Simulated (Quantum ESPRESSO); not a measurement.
# TaHf3O7N: one run as intended and one with a planted mistake

A calculation, not a measurement. The program is pw.x of Quantum ESPRESSO 7.5 (plane-wave density functional theory). The cell is made up: 12 atoms on a rutile lattice, with randomly drawn elements, strain and displacements, not relaxed. PseudoDojo standard norm-conserving files (v0.5 for PBE, v0.4.1 for LDA and PBEsol) set the functional; there is no spin polarisation, spin-orbit coupling or dispersion term, and the masses in the input are unused placeholders.

The hafnium pseudopotential is less sure than the others, with forces about 3 percent (worst 6) and pressure in oxides about 1.5 GPa (worst 2.7) from a second method in checks, which no rerun with the same files tests.

Intended input:

```
&control calculation='scf', pseudo_dir='./dojo.nc.sr.pbe.v0_5.standard.upf', outdir='./o', disk_io='low', tprnfor=.true., tstress=.true. /
&system ibrav=0, nat=12, ntyp=4, nbnd=54, ecutwfc=84.00895049, nosym=.true., tot_charge=0,
 occupations='smearing', smearing='fd', degauss=0.0018374661
/
&electrons conv_thr=7.350e-09, electron_maxstep=60, /
ATOMIC_SPECIES
Hf 1.0 Hf.upf
N 1.0 N.upf
O 1.0 O.upf
Ta 1.0 Ta.upf
CELL_PARAMETERS angstrom
4.7 -0.0441 0.0172
-0.0441 4.7125 -0.0523
0.0228 -0.0692 6.3409
ATOMIC_POSITIONS angstrom
Ta -0.0188 -0.0399 -0.0314
Hf 2.2263 2.2708 1.5434
Hf 0.0695 -0.1021 3.1406
Hf 2.4457 2.2457 4.7546
O 1.4468 1.3175 0.0706
N 3.3682 3.1631 -0.0484
O 3.8109 1.003 1.5459
O 0.7429 3.7446 1.4693
O 1.3486 1.3929 3.0498
O 3.2782 3.1821 3.1554
O 3.6488 0.7518 4.6916
O 1.0336 3.7405 4.7413
K_POINTS automatic
5 5 4 1 1 1
```

The log is shortened where brackets say so; the opening notice, blank lines, dates and the lines on written files are dropped, and the path of the files is cut. It prints rydbergs, bohrs and kilobars, and counts compression as positive stress. Where no state is partly filled, the Fermi energy that it prints is only some level between the filled and the empty states on the mesh, and need not lie in the true gap.

Log of the intended run:

```
     Program PWSCF v.7.5
     Parallel version (MPI & OpenMP), running on       4 processor cores
     Number of MPI processes:                 4
     Threads/MPI process:                     1
     [start-up lines left out]
     bravais-lattice index     =            0
     lattice parameter (alat)  =       8.8822  a.u.
     unit-cell volume          =     947.5466 (a.u.)^3
     number of atoms/cell      =           12
     number of atomic types    =            4
     number of electrons       =        96.00
     number of Kohn-Sham states=           54
     kinetic-energy cutoff     =      84.0090  Ry
     charge density cutoff     =     336.0358  Ry
     scf convergence threshold =      7.3E-09
     mixing beta               =       0.7000
     number of iterations used =            8  plain     mixing
     Exchange-correlation= PBE
                           (   1   4   3   4   0   0   0)
     [axes and pseudopotential details left out]
   Cartesian axes
     site n.     atom                  positions (alat units)
         1        Ta     tau(   1) = (  -0.0039998  -0.0084889  -0.0066805  )
         2        Hf     tau(   2) = (   0.4736568   0.4831244   0.3283663  )
         3        Hf     tau(   3) = (   0.0147865  -0.0217223   0.6681789  )
         4        Hf     tau(   4) = (   0.5203353   0.4777843   1.0115657  )
         5        O      tau(   5) = (   0.3078142   0.2803049   0.0150205  )
         6        N      tau(   6) = (   0.7166020   0.6729659  -0.0102974  )
         7        O      tau(   7) = (   0.8107887   0.2133934   0.3288982  )
         8        O      tau(   8) = (   0.1580558   0.7966830   0.3126012  )
         9        O      tau(   9) = (   0.2869216   0.2963467   0.6488607  )
        10        O      tau(  10) = (   0.6974540   0.6770082   0.6713277  )
        11        O      tau(  11) = (   0.7763011   0.1599493   0.9981621  )
        12        O      tau(  12) = (   0.2199037   0.7958107   1.0087361  )
     number of k points=    50  Fermi-Dirac smearing, width (Ry)=  0.0018
                       cart. coord. in units 2pi/alat
        k(    1) = (   0.1006177   0.1017180   0.0934054), wk =   0.0400000
        k(    2) = (   0.0999586   0.1037688   0.2787445), wk =   0.0400000
     [further k points left out]
     Dense  grid:    98517 G-vectors     FFT dimensions: (  54,  54,  72)
     Estimated max dynamical RAM per process >     304.66 MB
     Estimated total dynamical RAM >       1.12 GB
     Initial potential from superposition of free atoms
     starting charge      95.9935, renormalised to      96.0000
     Starting wfcs are   72 randomized atomic wfcs
     total cpu time spent up to now is        3.8 secs
     per-process dynamical memory:   233.0 Mb
     Self-consistent Calculation
     iteration #  1     ecut=    84.01 Ry     beta= 0.70
     Davidson diagonalization with overlap
     ethr =  1.00E-02,  avg # of iterations =  2.0
     total cpu time spent up to now is        9.7 secs
     total energy              =    -719.97494654 Ry
     estimated scf accuracy    <       4.88361626 Ry
     iteration #  2     ecut=    84.01 Ry     beta= 0.70
     Davidson diagonalization with overlap
     ethr =  5.09E-03,  avg # of iterations =  3.9
     total cpu time spent up to now is       17.6 secs
     total energy              =    -719.56180859 Ry
     estimated scf accuracy    <      12.85440864 Ry
     [iterations 3 to 13 left out]
     iteration # 14     ecut=    84.01 Ry     beta= 0.70
     Davidson diagonalization with overlap
     ethr =  1.64E-10,  avg # of iterations =  4.9
     total cpu time spent up to now is      101.5 secs
     total energy              =    -722.39069166 Ry
     estimated scf accuracy    <       0.00000002 Ry
     iteration # 15     ecut=    84.01 Ry     beta= 0.70
     Davidson diagonalization with overlap
     ethr =  2.01E-11,  avg # of iterations =  3.8
     total cpu time spent up to now is      108.1 secs
     End of self-consistent calculation
     [lines on levels left out]
     the Fermi energy is    11.9468 ev
!    total energy              =    -722.39069166 Ry
     estimated scf accuracy    <          3.7E-09 Ry
     smearing contrib. (-TS)   =      -0.00000000 Ry
     internal energy E=F+TS    =    -722.39069166 Ry
     The total energy is F=E-TS. E is the sum of the following terms:
     one-electron contribution =    -157.81678696 Ry
     hartree contribution      =     131.42260153 Ry
     xc contribution           =    -180.77141663 Ry
     ewald contribution        =    -515.22508960 Ry
     convergence has been achieved in  15 iterations
     Forces acting on atoms (cartesian axes, Ry/au):
     atom    1 type  4   force =    -0.10291945   -0.04799510   -0.00096935
     atom    2 type  1   force =     0.08719230    0.06313112    0.00544999
     atom    3 type  1   force =    -0.04521263    0.00973329    0.02311628
     atom    4 type  1   force =    -0.03657379    0.03637722   -0.00580743
     atom    5 type  3   force =    -0.03242976   -0.02071426   -0.08273899
     atom    6 type  2   force =     0.01762935    0.06504765    0.01279862
     atom    7 type  3   force =     0.03702911   -0.07938379   -0.01261074
     atom    8 type  3   force =     0.05193362   -0.00406995   -0.02913312
     atom    9 type  3   force =     0.00681074    0.00521948    0.06615254
     atom   10 type  3   force =    -0.02077107   -0.00809015   -0.01056949
     atom   11 type  3   force =     0.10369565   -0.07618229    0.03007406
     atom   12 type  3   force =    -0.06638406    0.05692677    0.00423763
     Total force =     0.290679     Total SCF correction =     0.000181
     Computing stress (Cartesian axis) and pressure
          total   stress  (Ry/bohr**3)                   (kbar)     P=      184.12
   0.00125861   0.00018464  -0.00002331          185.15       27.16       -3.43
   0.00018464   0.00130552   0.00024052           27.16      192.05       35.38
  -0.00002331   0.00024052   0.00119083           -3.43       35.38      175.18
     init_run     :      3.62s CPU      3.75s WALL (       1 calls)
     electrons    :    104.05s CPU    104.31s WALL (       1 calls)
     forces       :      1.49s CPU      1.50s WALL (       1 calls)
     stress       :      5.07s CPU      5.18s WALL (       1 calls)
     [timing details left out]
     PWSCF        :   1m54.32s CPU   1m54.85s WALL
     JOB DONE.
```

A second run has one planted mistake: the cell has the wrong charge. The input lines that differ, file-writing options aside:

```
- &system ibrav=0, nat=12, ntyp=4, nbnd=54, ecutwfc=84.00895049, nosym=.true., tot_charge=0,
+ &system ibrav=0, nat=12, ntyp=4, nbnd=54, ecutwfc=84.00895049, nosym=.true., tot_charge=1,
```

Its log:

```
     Program PWSCF v.7.5
     Parallel version (MPI & OpenMP), running on       4 processor cores
     Number of MPI processes:                 4
     Threads/MPI process:                     1
     [start-up lines left out]
     bravais-lattice index     =            0
     lattice parameter (alat)  =       8.8822  a.u.
     unit-cell volume          =     947.5466 (a.u.)^3
     number of atoms/cell      =           12
     number of atomic types    =            4
     number of electrons       =        95.00
     number of Kohn-Sham states=           54
     kinetic-energy cutoff     =      84.0090  Ry
     charge density cutoff     =     336.0358  Ry
     scf convergence threshold =      7.3E-09
     mixing beta               =       0.7000
     number of iterations used =            8  plain     mixing
     Exchange-correlation= PBE
                           (   1   4   3   4   0   0   0)
     [axes and pseudopotential details left out]
   Cartesian axes
     site n.     atom                  positions (alat units)
         1        Ta     tau(   1) = (  -0.0039998  -0.0084889  -0.0066805  )
         2        Hf     tau(   2) = (   0.4736568   0.4831244   0.3283663  )
         3        Hf     tau(   3) = (   0.0147865  -0.0217223   0.6681789  )
         4        Hf     tau(   4) = (   0.5203353   0.4777843   1.0115657  )
         5        O      tau(   5) = (   0.3078142   0.2803049   0.0150205  )
         6        N      tau(   6) = (   0.7166020   0.6729659  -0.0102974  )
         7        O      tau(   7) = (   0.8107887   0.2133934   0.3288982  )
         8        O      tau(   8) = (   0.1580558   0.7966830   0.3126012  )
         9        O      tau(   9) = (   0.2869216   0.2963467   0.6488607  )
        10        O      tau(  10) = (   0.6974540   0.6770082   0.6713277  )
        11        O      tau(  11) = (   0.7763011   0.1599493   0.9981621  )
        12        O      tau(  12) = (   0.2199037   0.7958107   1.0087361  )
     number of k points=    50  Fermi-Dirac smearing, width (Ry)=  0.0018
                       cart. coord. in units 2pi/alat
        k(    1) = (   0.1006177   0.1017180   0.0934054), wk =   0.0400000
        k(    2) = (   0.0999586   0.1037688   0.2787445), wk =   0.0400000
     [further k points left out]
     Dense  grid:    98517 G-vectors     FFT dimensions: (  54,  54,  72)
     Estimated max dynamical RAM per process >     304.66 MB
     Estimated total dynamical RAM >       1.12 GB
     Initial potential from superposition of free atoms
     starting charge      95.9935, renormalised to      95.0000
     Starting wfcs are   72 randomized atomic wfcs
     total cpu time spent up to now is        3.8 secs
     per-process dynamical memory:   240.2 Mb
     Self-consistent Calculation
     iteration #  1     ecut=    84.01 Ry     beta= 0.70
     Davidson diagonalization with overlap
     ethr =  1.00E-02,  avg # of iterations =  2.0
     total cpu time spent up to now is        9.7 secs
     total energy              =    -720.88485702 Ry
     estimated scf accuracy    <       4.76050340 Ry
     iteration #  2     ecut=    84.01 Ry     beta= 0.70
     Davidson diagonalization with overlap
     ethr =  5.01E-03,  avg # of iterations =  4.7
     total cpu time spent up to now is       17.8 secs
     total energy              =    -719.76917664 Ry
     estimated scf accuracy    <      14.45548915 Ry
     [iterations 3 to 15 left out]
     iteration # 16     ecut=    84.01 Ry     beta= 0.70
     Davidson diagonalization with overlap
     ethr =  2.07E-10,  avg # of iterations =  3.1
     total cpu time spent up to now is      113.3 secs
     total energy              =    -723.18293926 Ry
     estimated scf accuracy    <       0.00000007 Ry
     iteration # 17     ecut=    84.01 Ry     beta= 0.70
     Davidson diagonalization with overlap
     ethr =  7.00E-11,  avg # of iterations =  2.0
     total cpu time spent up to now is      119.1 secs
     End of self-consistent calculation
     [lines on levels left out]
     the Fermi energy is    10.4014 ev
!    total energy              =    -723.18293926 Ry
     estimated scf accuracy    <          5.1E-09 Ry
     smearing contrib. (-TS)   =      -0.00096733 Ry
     internal energy E=F+TS    =    -723.18197194 Ry
     The total energy is F=E-TS. E is the sum of the following terms:
     one-electron contribution =    -159.04910001 Ry
     hartree contribution      =     130.83089697 Ry
     xc contribution           =    -179.73867930 Ry
     ewald contribution        =    -515.22508960 Ry
     convergence has been achieved in  17 iterations
     Forces acting on atoms (cartesian axes, Ry/au):
     atom    1 type  4   force =    -0.02135158    0.02273185   -0.00224626
     atom    2 type  1   force =     0.05412600    0.04929778    0.05138220
     atom    3 type  1   force =    -0.03233352    0.01161176    0.02752937
     atom    4 type  1   force =    -0.07607382    0.01018273   -0.06753409
     atom    5 type  3   force =    -0.03821510   -0.02752888   -0.08542800
     atom    6 type  2   force =     0.01776071    0.04356413    0.03306694
     atom    7 type  3   force =     0.03191192   -0.07280231   -0.03739896
     atom    8 type  3   force =     0.03747311   -0.00556069   -0.05919917
     atom    9 type  3   force =     0.01019179    0.00834057    0.06356910
     atom   10 type  3   force =    -0.02071640   -0.00845556   -0.00806517
     atom   11 type  3   force =     0.10139301   -0.08276502    0.05694694
     atom   12 type  3   force =    -0.06416612    0.05138364    0.02737710
     Total force =     0.281972     Total SCF correction =     0.000183
     Computing stress (Cartesian axis) and pressure
          total   stress  (Ry/bohr**3)                   (kbar)     P=       16.16
   0.00013801   0.00029823  -0.00007344           20.30       43.87      -10.80
   0.00029823   0.00015182   0.00031105           43.87       22.33       45.76
  -0.00007344   0.00031105   0.00003965          -10.80       45.76        5.83
     init_run     :      3.65s CPU      3.77s WALL (       1 calls)
     electrons    :    115.02s CPU    115.27s WALL (       1 calls)
     forces       :      1.52s CPU      1.53s WALL (       1 calls)
     stress       :      5.14s CPU      5.24s WALL (       1 calls)
     [timing details left out]
     PWSCF        :   2m 5.40s CPU   2m 5.93s WALL
     JOB DONE.
```

```
                                            intended run  run with the mistake
                          free energy (eV)     -9828.626             -9839.405
                    smearing term -TS (eV)        0.0000               -0.0132
                            pressure (GPa)         18.41                  1.62
            largest force component (eV/Å)         2.666                 2.607
largest change of a force component (eV/Å)                               2.097
                                iterations            15                    17
```

For scale, a rerun of the intended cell at 1437 eV and a 7 x 7 x 6 mesh moved values by no more than 0.004 eV in energy, 0.03 GPa in stress and 0.002 eV/Å in force. The charged cell sits in a uniform background, so its energy and stress rest on the program's zero of potential.